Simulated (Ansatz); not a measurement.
## Nb2AlC: do energies and stresses tell the same story?

The calculation used DFT r2SCAN, scalar-relativistic, plane waves, PAW (Ansatz).

Plane waves to 500 eV, a k mesh through Γ of 12×12×4 on the computed 8-atom cell and Gaussian smearing (0.10 eV); no spin polarisation.

Relaxed cell: P6_3/mmc, a = 3.104 Å, b = 3.104 Å, c = 13.957 Å, α = 90.00°, β = 90.00°, γ = 120.00°, 8 atoms in the primitive cell. Whether it is the stable form of this composition wasn't checked.

Energies at zero smearing and pressures from the stress tensor, at volumes with shape and atoms relaxed:
```
V (Å³/atom) E − E(first) (meV/atom) P (GPa)
     12.807                     0.00    31.43
     13.243                   -72.00    21.64
     13.680                  -119.22    13.25
     14.117                  -145.28     6.10
     14.553                  -153.30    -0.01
     14.990                  -145.95    -5.18
     15.426                  -125.60    -9.54
     16.009                   -81.77   -14.30
```

Problem. Check P = −dE/dV between neighbouring volumes, and get the bulk modulus from the pressures alone.

Solution. With 1 eV/Å³ = 160.2 GPa:
```tsv
middle V (Å³/atom)	−ΔE/ΔV (GPa)	mean P (GPa)
13.025	26.420	26.536
13.462	17.330	17.447
13.898	9.564	9.676
14.335	2.943	3.045
14.772	-2.698	-2.594
15.208	-7.466	-7.362
15.717	-12.065	-11.923
```

The two differ by 0.14 GPa at most. The mean of two end pressures misses the average over a step by about ΔV² P″/12, up to 0.12 GPa here; with that taken off 0.05 GPa remains. The stress is the derivative of the free energy, not of the energy at zero smearing, and with free energies 0.01 GPa remains. Around V = 14.553 Å³/atom, the two neighbours give B = −V ΔP/ΔV = 14.553 × 11.28 / 0.873 = 188.0 GPa, against B0 = 186.6 GPa from the Birch–Murnaghan fit of the energies.

Cost: 9 runs of about 33 core-minutes in all, on Oxide Virtual Turin-like Processor (Zen 5) (shared hosts).